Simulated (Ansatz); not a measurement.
InAs in space group Pm-3n (No. 223; In on 6c, As on 6d) at seven volumes, r²SCAN (plane waves, PAW; program Ansatz), scaled uniformly. One row is withheld.

| V (Å³/atom) | P (GPa) |
|---|---|
| 32.291 | 5.21 |
| 33.355 | 3.17 |
| 34.420 | 1.45 |
| 35.484 | 0.00 |
| 36.549 | ? |
| 37.613 | -2.19 |
| 38.678 | -3.05 |

### Question
Fit the shown pressures and predict the withheld one.

### Answer
Third-order Birch–Murnaghan: P = (3/2)B₀(x^(7/2) − x^(5/2))[1 + (3/4)(B′ − 4)(x − 1)] with x = (V₀/V)^(2/3). Least squares on the six rows gives V₀ = 35.494 Å³/atom, B₀ = 43.71 GPa, B′ = 4.89. At V = 36.549, x = 0.9807 and P = -1.19 GPa. The run itself gave -1.16 GPa.

The start of the workflow was typed in or built on a structure type; neither database checked (COD, Materials Project) lists it. It is not the phase usual at ambient conditions (space group No. 216). Symmetry was held in the r²SCAN relaxation; whether a distortion lowers the energy is not shown. The volume moved by 26 % from the start of the relaxation.

Potentials: the earlier of the program's two PAW sets. The files were generated under PBE; for other functionals the program regenerates the frozen cores, and for LDA and PBEsol the local potential too.
